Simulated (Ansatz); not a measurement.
# Trial inputs on MnHg

All trials start from this Ansatz input:

```yaml
crystal:
  lattice:
    - [3.315, 0.0, 0.0]
    - [0.0, 3.315, 0.0]
    - [0.0, 0.0, 3.315]
  atoms:
    - { symbol: Mn, position: [0.5, 0.5, 0.5], spin: 4.0 }
    - { symbol: Hg, position: [0.0, 0.0, 0.0] }
basis:
  ecutwfc: 420
kpoints:
  mp_grid: { grid: [4, 4, 4] }
hamiltonian:
  xc: pbe
scf:
  occupations: { method: gaussian, width: 0.1 }
  lower_state_search: "off"
output:
  forces: true
  stress: true
  eigenvalues: true
  populations: true
magnetization:
  spin_polarized: true
```

Command:

```bash
ansatz run input.yaml --threads 1 --pin off --max-ram 1331MiB --backend cpu --events-out ev --progress --plain --runs-dir out
```

The run converges in 10 SCF iterations on 10 irreducible k-points: pressure -1.02 GPa, no gap, cell moment 3.72 μB.

Settings here are deliberately varied, not converged. Each trial's input is given as a difference from the reference's; energies are extrapolated to zero smearing where there is one, and pressure is positive in compression. Charged cells sit in a uniform background, and their pressures hang on that convention.

Trial 1 (volume scaled):

```diff
 crystal:
   lattice:
-    - [3.315, 0.0, 0.0]
-    - [0.0, 3.315, 0.0]
-    - [0.0, 0.0, 3.315]
+    - [3.7606924482, 0.0, 0.0]
+    - [0.0, 3.7606924482, 0.0]
+    - [0.0, 0.0, 3.7606924482]
   atoms:
-    - { symbol: Mn, position: [0.5, 0.5, 0.5], spin: 4.0 }
+    - { symbol: Mn, position: [0.5, 0.5, 0.5], spin: 4.13 }
-basis:
-  ecutwfc: 420
+basis: {}
 kpoints:
-  mp_grid: { grid: [4, 4, 4] }
+  mp_grid: { grid: [2, 2, 2], shift: [0.25, 0.25, 0.25] }
 hamiltonian:
+  hubbard: { sites: [{ species: Mn, l: d, u_eff: 4.0 }], projectors: atomic }
 scf:
-  occupations: { method: gaussian, width: 0.1 }
+  occupations: { method: tetrahedron }
+  n_extra_bands: 8
+accuracy: medium
```

The run converges in 9 SCF iterations on 4 irreducible k-points: pressure -4.71 GPa, no gap, cell moment 4.90 μB. It warns that the printed bands weren't solved further after the SCF; that the count of filled bands differs between k-points; that the state wasn't tested for a lower one; that the mesh lowers the symmetry; that forces and stress under tetrahedra may miss the energy's slope. Under a U the state reached may not be the lowest.

Trial 2:

```diff
 crystal:
   atoms:
-    - { symbol: Mn, position: [0.5, 0.5, 0.5], spin: 4.0 }
+    - { symbol: Mn, position: [0.5, 0.5, 0.5] }
+total_charge: 0.25
 basis:
-  ecutwfc: 420
+  ecutwfc: 170
 scf:
-  lower_state_search: "off"
 output:
-  populations: true
 magnetization:
+  initial_magnetization: 4.0
+  spin_locking: { lock_magnetization: hard }
```

The run converges in 11 SCF iterations on 10 irreducible k-points: pressure -3.42 GPa (with the neutralising background of the charged cell) (unreliable at so low a cutoff), no gap, cell moment 4.00 μB. It warns that the cutoff lies under the recommended one, 420 eV for these potentials; that the SCF threshold is loose for the stress.

Trial 3:

```diff
 crystal:
   atoms:
-    - { symbol: Mn, position: [0.5, 0.5, 0.5], spin: 4.0 }
+    - { symbol: Mn, position: [0.5, 0.5, 0.5], spin: 4.13 }
 basis:
-  ecutwfc: 420
+  ecutwfc: "23 Ry"
```

The run converges in 10 SCF iterations on 10 irreducible k-points: energy 66.9 meV per atom above the reference, pressure -1.14 GPa, no gap, cell moment 3.72 μB. It warns that the cutoff lies under the recommended one, 420 eV for these potentials.

Trial 4:

```diff
 crystal:
   atoms:
-    - { symbol: Mn, position: [0.5, 0.5, 0.5], spin: 4.0 }
+    - { symbol: Mn, position: [0.5, 0.5, 0.5], spin: 4.13 }
 kpoints:
-  mp_grid: { grid: [4, 4, 4] }
+  mp_grid: { grid: [2, 2, 2] }
```

The run converges in 9 SCF iterations on 4 irreducible k-points: energy 64.4 meV per atom below the reference, pressure -2.14 GPa, cell moment 4.25 μB.

Trial 5:

```diff
 crystal:
   atoms:
-    - { symbol: Mn, position: [0.5, 0.5, 0.5], spin: 4.0 }
+    - { symbol: Mn, position: [0.5, 0.5, 0.5] }
 hamiltonian:
-  xc: pbe
+  xc: pbesol
 scf:
-  lower_state_search: "off"
+  max_iter: 60
 output:
-  populations: true
+  efg: {}
-magnetization:
-  spin_polarized: true
```

The run converges in 7 SCF iterations on 10 irreducible k-points: pressure -21.01 GPa, no gap. It warns that field gradients leave spin–orbit coupling out.

Trial 6:

```diff
 crystal:
   atoms:
-    - { symbol: Mn, position: [0.5, 0.5, 0.5], spin: 4.0 }
+    - { symbol: Mn, position: [0.5, 0.5, 0.5] }
+  symmetry: { detect: false }
 kpoints:
-  mp_grid: { grid: [4, 4, 4] }
+  mp_grid: { grid: [1, 1, 1] }
 scf:
-  occupations: { method: gaussian, width: 0.1 }
-  lower_state_search: "off"
+  occupations: { method: methfessel_paxton, width: 0.48 }
+  convergence: { dr2_threshold: "1e-6 eV" }
+  max_iter: 76
 output:
-  populations: true
 magnetization:
+  initial_magnetization: 5.0
```

The run converges in 9 SCF iterations on 1 irreducible k-point: energy 969 meV per atom below the reference, pressure -12.72 GPa, gap on the sampled k-points 2.94 eV (the reference is a metal, so it comes from the sampling or the changed settings), cell moment 3.00 μB. It warns that the SCF threshold is loose for the forces; that the state wasn't tested for a lower one; that the SCF threshold is loose for the stress.

Trial 7:

```diff
 crystal:
   atoms:
-    - { symbol: Mn, position: [0.5, 0.5, 0.5], spin: 4.0 }
+    - { symbol: Mn, position: [0.5, 0.5, 0.5], spin: 0.5 }
 basis:
+  ecutrho_ratio: 5
 kpoints:
-  mp_grid: { grid: [4, 4, 4] }
+  mp_grid: { grid: [3, 2, 1] }
 hamiltonian:
-  xc: pbe
+  xc: pbesol
 scf:
-  occupations: { method: gaussian, width: 0.1 }
+  occupations: { method: gaussian }
+  eigensolver: { kind: davidson }
+  max_iter: 80
```

The run converges in 17 SCF iterations on 4 irreducible k-points: pressure -5.80 GPa, no gap, cell moment 4.67 μB. It warns that the mesh lowers the symmetry.